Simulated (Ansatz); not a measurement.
Ti5Se4:
```xyz
9
Lattice="-4.8394 4.8394 1.7485 4.8394 -4.8394 1.7485 4.8394 4.8394 -1.7485" Properties=species:S:1:pos:R:3 pbc="T T T"
Ti     0.0000     0.0000     0.0000
Ti    -1.2381     1.8736     1.7485
Ti     6.0775     2.9658     0.0000
Ti     1.8736     1.2381     1.7485
Ti     2.9658     3.6013     0.0000
Se    -2.2128     4.2769     1.7485
Se     7.0522     0.5625     0.0000
Se     4.2769     2.2128     1.7485
Se     0.5625     2.6266     0.0000
```

Relaxed with r²SCAN. Special points in fractions of this cell's reciprocal vectors: Γ (0.000, 0.000, 0.000); X (0.000, 0.000, 0.500); M (-0.500, 0.500, 0.500); Z (0.283, 0.283, -0.283); Z0 (-0.283, 0.717, 0.283); P (0.250, 0.250, 0.250); N (0.000, 0.500, 0.000).

List the band energies nearest the Fermi level at these points for r²SCAN in the plane-wave PAW code Ansatz.

In eV from the Fermi level; about four levels below and three above (degenerate sets whole), none deeper than 8.9 eV; points with the same levels are listed once.

| k | below | above |
|---|---|---|
| Γ | -0.42 -0.30 -0.25 -0.25 | 0.38 0.97 1.29 |
| X | -0.94 -0.77 -0.34 -0.20 | 0.14 0.28 0.61 |
| M | -0.43 -0.43 -0.35 -0.11 | 0.47 0.47 0.98 |
| Z | -1.24 -1.24 -1.14 -1.03 -0.62 | 0.11 0.11 0.53 |
| P | -1.04 -1.04 -0.83 -0.08 -0.08 | 1.27 1.37 1.82 |
| N | -0.77 -0.58 -0.21 -0.16 | 1.19 1.27 1.59 |

Space group I4/m. The workflow started from a Materials Project entry (that database holds measured and hypothetical structures alike); the Crystallography Open Database copy checked does not list it. Its standing as an ambient phase is unchecked. Symmetry was held in the r²SCAN relaxation; its stability against distortions is not shown here. No spin polarisation was allowed. Spin–orbit coupling is left out wherever it is not named.

Potentials: the earlier of the program's two PAW sets.
